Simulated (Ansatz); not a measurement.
The relaxed structure here is a generated cell of Y2Si: the first start was made by placing the elements on the sites of a structure type, and the end was not matched to a known phase here, so it may be hypothetical.

One stationary structure of Y2Si. Space group P6₂22 (No. 180). The numbers are results of r2SCAN (plane waves to 500 eV, PAW, scalar-relativistic; Ansatz, a first-principles code), not measurements.

```xyz
9
Lattice="7.2977 0.0000 0.0000 -3.6488 6.3200 0.0000 0.0000 0.0000 9.3908" Properties=species:S:1:pos:R:3 pbc="T T T"
Si     3.6488     0.0000     0.0000
Si     1.8244     3.1600     3.1303
Si    -1.8244     3.1600     6.2605
Y      0.0000     1.8123     4.6954
Y      5.7282     0.9061     7.8257
Y      2.0794     5.4138     1.5651
Y      3.6488     4.5077     4.6954
Y     -2.0794     5.4138     7.8257
Y      1.5695     0.9061     1.5651
```

Problem. Estimate the band gap that r2SCAN returns for this input.

Solution. 0.09 eV, direct at L (no spin-orbit coupling).

No spin polarisation in the result.

The run could not lose the symmetry of its start: the end is stationary, and may be a saddle point rather than a minimum.
